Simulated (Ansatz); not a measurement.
# Compressing Ga: a fit and a missing row

Ga, Cmcm, a = 2.739 Å, b = 7.910 Å, c = 3.351 Å. This isn't the element's structure at ambient conditions. Ansatz: r2SCAN, PAW, 500 eV, Γ-centred 16×16×14 mesh on 2 atoms, Gaussian smearing 0.10 eV; no spin polarisation. Shape and atoms are relaxed at each volume; pressure is positive in compression.

```tsv
V (Å³/atom)	P (GPa)
15.969	10.84
16.513	7.42
17.058	4.53
17.602	?
18.147	-0.01
18.691	-1.73
19.235	-3.15
19.961	-4.64
```

Take V0 = 18.147 Å³/atom, count pressures from its P0 = -0.01 GPa, fit the third-order Birch–Murnaghan form to the other rows, and predict the missing pressure.

With the Eulerian strain f = ½[(V0/V)^(2/3) − 1] and y = (P − P0)/[3f(1 + 2f)^(5/2)], the form is the line y = B0 + 1.5 B0 (B0′ − 4) f. Rows (f, y): 0.04449, 65.7; 0.03246, 65.2; 0.02106, 64.8; -0.00975, 61.8; -0.01904, 60.6; -0.03077, 58.8. Means f = 0.006408, y = 62.817; Σ(Δf)² = 0.004635, ΣΔfΔy = 0.4231; the slope is their ratio. y = 62.23 + 91.30 f GPa, so B0 = 62.2 GPa and B0′ = 4 + 2 × (91.30)/(3 × 62.23) = 4.98. At V = 17.602, f = 0.01027, y = 63.17 and P = 2.04 GPa. The run gave 2.05 GPa, so the fit is 0.01 GPa too low, within the rms miss on the fitted rows (0.05 GPa).

Cost: 8 runs of about 24 core-minutes in all, on Arm Neoverse V1 (shared hosts).